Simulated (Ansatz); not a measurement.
Computed with DFT PBE, scalar-relativistic, plane waves, PAW (Ansatz). Settings: cutoff 420 eV, Γ-centred meshes spaced at most about 0.3 Å⁻¹, and about 0.25 Å⁻¹ or finer for metals (2π included), Gaussian smearing. No spin polarisation in the final relaxations.

These are static total energies at zero pressure. All come from trial cells, and lower structures may exist.

Question: Order these relaxed structures of NaBe4 by energy, lowest first, with the energy over the lowest of them.
A.

Space group P-3m1 (No. 164). a = 2.420 Å, b = 2.420 Å, c = 10.395 Å, α = 90.00°, β = 90.00°, γ = 120.00°
```csv
atom,site,symmetry,x,y,z
Na,1a,-3m.,0.0000,0.0000,0.0000
Be,2d,3m.,0.3333,0.6667,0.7540
Be,2d,3m.,0.3333,0.6667,0.4155
```

B.

Space group P4_2/mmc (No. 131). a = 4.021 Å, b = 4.021 Å, c = 7.783 Å, α = 90.00°, β = 90.00°, γ = 90.00°
```csv
atom,site,symmetry,x,y,z
Na,2f,-4m2,0.5000,0.5000,0.2500
Be,2c,mmm.,0.5000,0.0000,0.5000
Be,4j,m2m.,0.2397,0.0000,0.0000
Be,2e,-4m2,0.0000,0.0000,0.2500
```

C.

Space group P4/mmm (No. 123). a = 3.859 Å, b = 3.859 Å, c = 4.243 Å, α = 90.00°, β = 90.00°, γ = 90.00°
| atom | site | symmetry | x | y | z |
| --- | --- | --- | --- | --- | --- |
| Na | 1d | 4/mmm | 0.5000 | 0.5000 | 0.5000 |
| Be | 2f | mmm. | 0.5000 | 0.0000 | 0.0000 |
| Be | 2g | 4mm | 0.0000 | 0.0000 | 0.2344 |

D.

Space group Pm-3m (No. 221). a = 3.978 Å, b = 3.978 Å, c = 3.978 Å, α = 90.00°, β = 90.00°, γ = 90.00°
```csv
atom,site,symmetry,x,y,z
Na,1b,m-3m,0.5000,0.5000,0.5000
Be,3d,4/mm.m,0.5000,0.0000,0.0000
Be,1a,m-3m,0.0000,0.0000,0.0000
```

Answer: A (0 meV/atom), C (56 meV/atom), B (68 meV/atom), D (129 meV/atom). Forms: A P-3m1; C P4/mmm; B P4_2/mmc; D Pm-3m. Counting all near atoms (those within 1.25 times the shortest distance at each site; a plus sign parts nearer from farther groups; a slash parts the counts of unlike sites): A has Na 6+6, Be 9/12; C has Na 16, Be 4/6; B has Na 16, Be 4/6; D has Na 12+8, Be 2/6. Even the lowest lies +0.45 eV/atom against the elements.

For metals, differences of a few meV/atom aren't resolved. Cells relaxed within their symmetry can be saddle points. The P4/mmm cell of NaBe4 came from shaking the Pm-3m one. Some candidate types were left out of the draw beforehand, so a known form may be missing.
